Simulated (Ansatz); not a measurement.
An Ansatz (a program for electronic structure) run. Input:

Ansatz 0.2 input:
```yaml
crystal:
  lattice:
    - [3.9666354846, 0.0, 0.0]
    - [0.0, 3.9666354846, 0.0]
    - [0.0, 0.0, 5.5942831282]
  atoms:
    - { symbol: Si, position: [0.0, 0.0, 0.0] }
    - { symbol: Ge, position: [0.5, 0.0, 0.2440932054] }
    - { symbol: Ge, position: [0.5, 0.5, 0.5] }
    - { symbol: Ge, position: [0.0, 0.5, 0.7559067946] }
kpoints:
  mp_grid: { grid: [7, 7, 5] }
hamiltonian:
  xc: pbesol
  pseudopotentials: { kind: paw }
scf:
  occupations: { method: fixed }
dielectric: {}
```

Output (shortened):

```
Pseudopotential: Si, paw, valence charge 4
Pseudopotential: Ge, paw, valence charge 14
Functional definition: PBEsol
Crystal: 4 atoms, lattice volume = 88.022 Å³
Basis set: ecut = 420 eV, 1715 PW (Γ), exchange–correlation on 54×54×80 points (8 copies of the dense FFT grid, shifted against one another)
Bands: 28, of which v1, the nominal top of the filled ones, is band 23 counted from 1 (22 counted from 0)
Symmetry: 8 space group operations
k-points: 72 of 245 (irreducible under 2 space group operations, time reversal used)
SCF iter   1: F=—  HF=-13381.932149 eV  |F-HF|=—  |Δ(HF+E_count)|=         —  Δρ=2.61e-3  dr2=8.40e-3  ethr=1.77e-3  ⟨swp⟩=4.9  Hψ=7411  notcnv=0  defer=209
preconditioner: auto → Resta (q_TF=auto, 2.449 Å⁻¹)
SCF iter   2: F=—  HF=-13381.928772 eV  |F-HF|=—  |Δ(HF+E_count)|=   3.38e-3  Δρ=1.52e-3  dr2=2.44e-3  ethr=1.83e-5  ⟨swp⟩=2.0  Hψ=2751  notcnv=0  defer=216
SCF iter   3: F=—  HF=-13381.928719 eV  |F-HF|=—  |Δ(HF+E_count)|=   5.28e-5  Δρ=5.03e-4  dr2=1.92e-4  ethr=5.29e-6  ⟨swp⟩=2.0  Hψ=3744  notcnv=0  defer=216
SCF iter   4: F=—  HF=-13381.928581 eV  |F-HF|=—  |Δ(HF+E_count)|=   1.38e-4  Δρ=1.48e-4  dr2=3.23e-5  ethr=4.17e-7  ⟨swp⟩=2.0  Hψ=3616  notcnv=0  defer=216
SCF iter   5: F=—  HF=-13381.928597 eV  |F-HF|=—  |Δ(HF+E_count)|=   1.57e-5  Δρ=5.25e-5  dr2=2.87e-6  ethr=7.03e-8  ⟨swp⟩=2.0  Hψ=2520  notcnv=0  defer=72
SCF iter   6: F=—  HF=-13381.928602 eV  |F-HF|=—  |Δ(HF+E_count)|=   5.35e-6  Δρ=1.12e-5  dr2=1.05e-7  ethr=6.24e-9  ⟨swp⟩=2.0  Hψ=2520  notcnv=0  defer=72
SCF iter   7: F=—  HF=-13381.928603 eV  |F-HF|=—  |Δ(HF+E_count)|=   1.71e-7  Δρ=2.72e-6  dr2=7.02e-9  ethr=2.28e-10  ⟨swp⟩=2.0  Hψ=3600  notcnv=0  defer=72
SCF iter   8: F=—  HF=-13381.928603 eV  |F-HF|=—  |Δ(HF+E_count)|=   4.43e-9  Δρ=1.10e-6  dr2=5.90e-10  ethr=1.53e-11  ⟨swp⟩=2.0  Hψ=3600  notcnv=0  defer=72
SCF iter   9: F=-13381.928603 eV  HF=-13381.928603 eV  |F-HF|=7.28e-12  |Δ(HF+E_count)|=  9.30e-10  Δρ=2.75e-7  dr2=3.84e-11  ethr=1.00e-12  ⟨swp⟩=8.2  Hψ=7146  notcnv=0
SCF 1 converged in 9 iterations: F = -13381.928603 eV  dr2 = 3.84e-11
NSCF: frozen V_eff on 72 k-points
NSCF: frozen V_eff on 4 k-points
DFPT response loops at Γ: preconditioner auto → Resta (q_TF=auto, 2.449 Å⁻¹)  ε∞=11.9 (no band partly filled) …
── the response to a field inside a basis, on 12×12×10 k-points: an SCF that follows is theirs, and a resumed run solves both again ──
Crystal: 4 atoms, lattice volume = 88.022 Å³
Bands: 24, of which v1, the nominal top of the filled ones, is band 23 counted from 1 (22 counted from 0)
k-points: 105
SCF iter   1: F=—  HF=-13381.925470 eV  |F-HF|=—  |Δ(HF+E_count)|=         —  Δρ=2.62e-4  dr2=4.61e-5  ethr=1.00e-1
preconditioner: auto → Resta (q_TF=auto, 2.449 Å⁻¹)
SCF iter   2: F=—  HF=-13381.925464 eV  |F-HF|=—  |Δ(HF+E_count)|=   6.10e-6  Δρ=1.59e-4  dr2=1.73e-5  ethr=1.00e-7
SCF iter   3: F=—  HF=-13381.925463 eV  |F-HF|=—  |Δ(HF+E_count)|=   4.78e-7  Δρ=3.72e-5  dr2=1.22e-6  ethr=3.76e-8
SCF iter   4: F=-13381.925462 eV  HF=-13381.925462 eV  |F-HF|=6.04e-8  |Δ(HF+E_count)|=   6.52e-7  Δρ=7.78e-6  dr2=6.48e-8  ethr=2.65e-9
SCF 1 converged in 4 iterations: F = -13381.925462 eV  dr2 = 6.48e-8
DFPT response loops at Γ: preconditioner auto → Resta (q_TF=auto, 2.449 Å⁻¹)  ε∞=11.2 (no band partly filled) …
SCF converged after 9 iterations
Free energy (F): -13381.928603 eV
Harris-Foulkes:  -13381.928603 eV  (|F-HF|=7.28e-12)
Internal energy: -13381.928603 eV  (E = F + TS)
E sigma→0 (E₀):  -13381.928603 eV
Fermi energy:    7.913477 eV
--- Per-component energies (eV) ---
  E_band       = -459.953197
  E_kinetic    = 374.900972
  E_local      = -7830.175103  (includes V_loc(G=0)·N_el)
  E_nonlocal   = 1287.113247
  E_hartree    = 3446.524843
  E_xc         = -279.577288
  E_vxc        = -241.049607  (∫ρ·V_xc dr)
  E_paw        = -6436.970371  (= ΣΔE_a)
  E_vpaw       = -943.793794  (= ΣTr[D̂ρ^β])
  E_aug_tail   = 0.000926  (compensation charges beyond the density's cutoff)
  E_ewald      = -3946.531199
  E_core_change = 2.785369  (= ΣΔE_core)
  E_smearing   =  0.000000  (= −TS)
  E_closure    =  0.000000  (closes the sum)
  Σ components = -13381.928603   (vs F -13381.928603, Δ=0.00e0)
  [band-id]    e_kinetic+e_local+e_nonlocal+2·e_hartree+e_vxc+e_vpaw+e_augmentation_tail = -459.953673   (vs E_band -459.953197, Δ=-4.76e-4)
--- Band table (eV; the first three rows and the last of 72) ---
  k-point 0: bands = ["-16.7801", "-16.7801", "-16.7327", "-16.7165", "-16.6847", "-16.6000", "-16.5990", "-16.5990", "-16.5979", "-16.5761", "-16.5200", "-16.5150", "-16.5099", "-16.4714", "-16.4714", "-4.6925", "-0.9255", "-0.5025", "4.8519", "4.8519", …
  k-point 1: bands = ["-16.7802", "-16.7802", "-16.7329", "-16.7164", "-16.6844", "-16.6008", "-16.5983", "-16.5983", "-16.5968", "-16.5770", "-16.5194", "-16.5152", "-16.5098", "-16.4720", "-16.4720", "-4.5277", "-2.0993", "0.8795", "5.0186", "5.0186", …
  k-point 2: bands = ["-16.7803", "-16.7803", "-16.7331", "-16.7164", "-16.6838", "-16.6006", "-16.5973", "-16.5973", "-16.5966", "-16.5785", "-16.5185", "-16.5153", "-16.5098", "-16.4730", "-16.4730", "-4.0445", "-3.1911", "2.5737", "4.4874", "5.5000", …
  k-point 71: bands = ["-16.7922", "-16.7598", "-16.7530", "-16.6859", "-16.6517", "-16.6005", "-16.5965", "-16.5855", "-16.5844", "-16.5788", "-16.5709", "-16.5448", "-16.4927", "-16.4865", "-16.4522", "-1.7033", "-0.9930", "-0.4145", "0.4576", "3.9496", …
--- Dielectric response (ions clamped): 3 representative field directions + reference, inside a basis on a mesh of 1440 k-points (Σ response iterations 15) ---
  ε∞ (high-frequency dielectric tensor):
       17.743704     0.000000     0.000000
        0.000000    17.743704     0.000000
        0.000000     0.000000    17.561656
  Born effective charges Z* (e; rows j = field, columns β = displacement):
    site 0:
         0.04667    0.00000    0.00000
         0.00000    0.04667    0.00000
         0.00000    0.00000   -0.11930
    site 1:
        -0.20165    0.00000    0.00000
         0.00000    0.03733    0.00000
         0.00000    0.00000   -0.07790
    site 2:
         0.11766    0.00000    0.00000
         0.00000    0.11766    0.00000
         0.00000    0.00000    0.27510
    site 3:
         0.03733    0.00000    0.00000
         0.00000   -0.20165    0.00000
         0.00000    0.00000   -0.07790
  Z* charge neutrality: 1.595e-2 e pre-enforcement
  solved inside a basis spanned on kpoints, on 12×12×10 k-points transformed towards the longest dipole …
```

Cost: around 2.4 core-minutes (rough) on shared cores.

Space group P-4m2. The start of the workflow was typed in or built on a structure type; neither database checked (COD, Materials Project) lists it. Its standing as an ambient phase is unchecked. The cell was relaxed with PBEsol under the symmetry of its start; its stability against distortions is not shown here. Spin–orbit coupling is left out wherever it is not named.

Potentials: the later of the program's two PAW sets.

Ansatz is a plane-wave DFT program.
